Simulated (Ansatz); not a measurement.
Relaxed-ion elastic tensor of Ta₃Sn in space group Fm-3m (No. 225; Sn on 4a, Ta on 4b, Ta on 8c) in GPa (Voigt order), PBEsol (plane waves, PAW; program Ansatz); density 15.05 g/cm³, 18.25 Å³ per atom.

```
 148   210   210   0.0   0.0   0.0
 210   148   210   0.0   0.0   0.0
 210   210   148   0.0   0.0   0.0
 0.0   0.0   0.0  72.2   0.0   0.0
 0.0   0.0   0.0   0.0  72.2   0.0
 0.0   0.0   0.0   0.0   0.0  72.2
```

### Question
Is the crystal mechanically stable?

### Answer
No: the smallest eigenvalue of C is -61.7 GPa.

The cell is a constructed one: a structure type filled with these elements; neither database checked (COD, Materials Project) lists it. COD files the formula under space group No. 223. Its standing as an ambient phase is unchecked. The cell was relaxed with PBEsol under the symmetry of its start. At this level the phase is mechanically unstable. The run is not spin-polarised. As this level gives no gap, shear constants depend on the k-mesh and smearing (Fermi–Dirac, 0.1 eV here). Scalar-relativistic: spin–orbit coupling is off unless named, which matters more the heavier the elements.

Potentials: the earlier of the program's two PAW sets. The files were generated under PBE; for other functionals the program regenerates the frozen cores, and for LDA and PBEsol the local potential too.
